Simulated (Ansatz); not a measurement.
**MoS: which magnetic state is lowest?**

These are results of DFT r2SCAN, scalar-relativistic, plane waves, PAW (Ansatz 0.2.0), not measurements.

```
Mo S
1.0
     0.00000    2.47848    2.47848
     2.47848    0.00000    2.47848
     2.47848    2.47848    0.00000
Mo S
1 1
Direct
  0.00000 0.00000 0.00000
  0.50000 0.50000 0.50000
```

The plane-wave cutoff is 500 eV. The Γ-centred k-mesh is 14×14×14, the occupation rule is Gaussian smearing, 0.1 eV and the list of starting moments (μB, in atom order) is 3.5 0. The check for lower electronic states after the SCF is off.

All runs keep this geometry, which isn't relaxed for the lowest state (largest force there 0.000 eV/Å, pressure 14.0 GPa) and needn't be a stable compound; relaxing each order would shift the differences by some 60 meV/atom, going by the pressures and a bulk modulus of about 150 GPa. r2SCAN tends to overstate moments in metals, so a weak moment here may be absent in the real material. Site moments are spin moments in atom-centred spheres that scale with the neighbour distance. The states are those that the runs reached from these starts; a lower one can exist. No antiferromagnetic start is among these.

Q: Starts tried: no spin; large parallel starting moments. Which state comes out lowest, and what are the moments?

A: The lowest state is ferromagnetic, reached from the start “large parallel starting moments”, with site moments (μB) Mo +1.76, S +0.09.

| start | ends | energy above lowest (meV/atom) | site moments (μB) | gap on mesh (eV) | P (GPa) |
| --- | --- | --- | --- | --- | --- |
| no spin | non-magnetic | 60.1 | none over 0.05 | metal | -1.1 |
| large parallel starting moments | ferromagnetic | 0.00 | Mo +1.76, S +0.09 | metal | 14.0 |

Cost: 2 runs of about 0.43 core-minutes in all, on Intel Xeon Processor @ 2.70GHz (shared hosts).